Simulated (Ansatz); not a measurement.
BN:
```xyz
4
Lattice="2.5056 0.0000 0.0000 -1.2528 2.1699 0.0000 0.0000 0.0000 6.6574" Properties=species:S:1:pos:R:3 pbc="T T T"
B      0.0000     0.0000     4.9931
B      0.0000     0.0000     1.6644
N      1.2528     0.7233     1.6644
N      0.0000     1.4466     4.9931
```

Relaxed with PBE+D3(BJ). Special points in fractions of this cell's reciprocal vectors: Γ (0.000, 0.000, 0.000); M (0.500, 0.000, 0.000); K (0.333, 0.333, 0.000); A (0.000, 0.000, 0.500); L (0.500, 0.000, 0.500); H (0.333, 0.333, 0.500).

Question: List the band energies nearest the valence-band maximum at these points for DFT-PBE+D3(BJ) in the program Ansatz with PAW potentials.

Answer: In eV from the valence-band maximum; about four levels below and three above (degenerate sets whole), none deeper than 8.9 eV; … stands for higher levels left out; points with the same levels are listed once.

```tsv
k	below	above
Γ	-1.33 -1.33 -1.33 -1.33	5.19 10.15 11.60 11.60
M	-4.16 -4.09 -1.02 -0.95	4.34 5.67 9.34
K	-7.29 -7.02 -0.03 -0.03	3.63 5.90 12.29
A	-1.33 -1.33 -1.33 -1.33	7.52 7.52 …
L	-4.12 -4.12 -0.91 -0.91	4.66 4.66 10.01 10.01
H	-7.16 -7.16 0.00 0.00	4.59 4.59 12.12 12.12
```

Space group P6_3/mmc. The start of the workflow was typed in or built on a structure type. Its sites differ from those of the usual phase in this space group: another stacking or structure type. The cell was relaxed with PBE+D3(BJ) under the symmetry of its start; its stability against distortions is not shown here. The volume moved by 54 % from the start of the relaxation.

Potentials: the later of the program's two PAW sets.
